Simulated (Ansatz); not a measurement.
SnO2:
```cif
data_O4Sn2
_chemical_formula_sum 'Sn2 O4'
_space_group_name_H-M_alt 'P 1'
_space_group_IT_number 1
_cell_length_a 4.76850
_cell_length_b 4.76850
_cell_length_c 3.21143
_cell_angle_alpha 90.000
_cell_angle_beta 90.000
_cell_angle_gamma 90.000
loop_
_space_group_symop_operation_xyz
  'x, y, z'
loop_
_atom_site_label
_atom_site_type_symbol
_atom_site_fract_x
_atom_site_fract_y
_atom_site_fract_z
_atom_site_occupancy
Sn1 Sn 0.50000 0.50000 0.50000 1
Sn2 Sn 0.00000 0.00000 0.00000 1
O1 O 0.19371 0.80629 0.50000 1
O2 O 0.80629 0.19371 0.50000 1
O3 O 0.69371 0.69371 0.00000 1
O4 O 0.30629 0.30629 0.00000 1
```

Relaxed with PBEsol. Plane-wave PAW PBEsol (Ansatz code) gives a gap of 0.92 eV.

Question: What gap does HSE06 give on the same cell (Ansatz, PAW)?

Answer: 2.76 eV, 1.83 eV more. The hybrid was solved on a coarser mesh and at special points; its gap is the smallest among all of these.

```json
[
 {"k": "Γ", "v1 PBEsol": "0.00", "c1 PBEsol": "0.92", "v1 HSE06": "0.00", "c1 HSE06": "2.76"},
 {"k": "Z", "v1 PBEsol": "-1.24", "c1 PBEsol": "5.88", "v1 HSE06": "…", "c1 HSE06": "…"},
 {"k": "M", "v1 PBEsol": "-0.89", "c1 PBEsol": "4.54", "v1 HSE06": "…", "c1 HSE06": "…"},
 {"k": "A", "v1 PBEsol": "-0.82", "c1 PBEsol": "4.57", "v1 HSE06": "…", "c1 HSE06": "…"},
 {"k": "R", "v1 PBEsol": "-0.73", "c1 PBEsol": "6.16", "v1 HSE06": "-0.51", "c1 HSE06": "8.39"},
 {"k": "X", "v1 PBEsol": "-0.63", "c1 PBEsol": "4.14", "v1 HSE06": "…", "c1 HSE06": "…"}
]
```

Question: Top valence (v1) and lowest conduction level (c1) in eV from each method's valence maximum (which need not be a listed point): supply the withheld HSE06 values.

Answer: 
- Z, v1 HSE06: -1.31
- Z, c1 HSE06: 8.10
- M, v1 HSE06: -0.95
- M, c1 HSE06: 6.59
- X, v1 HSE06: -0.58
- X, c1 HSE06: 6.10
- A, v1 HSE06: -0.88
- A, c1 HSE06: 6.63

Cost on shared cores: the PBEsol run (SCF on a 6×6×9 mesh, then bands and DOS) very roughly 15 core-seconds, the HSE06 run (SCF on 4×4×5, then a few points) around 70 core-seconds (rough); the tasks are unlike.

Space group P4_2/mnm (rutile). The cell was relaxed with PBEsol under the symmetry of its start. Scalar-relativistic: spin–orbit coupling is off unless named, which matters more the heavier the elements.

Potentials: the earlier of the program's two PAW sets.
